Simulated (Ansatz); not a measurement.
La (dhcp (α-La type), P6_3/mmc) is relaxed with the program Ansatz at the LDA level (PAW). What lattice parameters of the conventional cell result?

a = 3.584 Å, c = 11.561 Å.

The cell was relaxed with LDA under the symmetry of its start. Axis ratios of metals converge slowly with the k-mesh, so a and c are less sure than the volume. Spin–orbit coupling is left out wherever it is not named.

Potentials: the earlier of the program's two PAW sets.
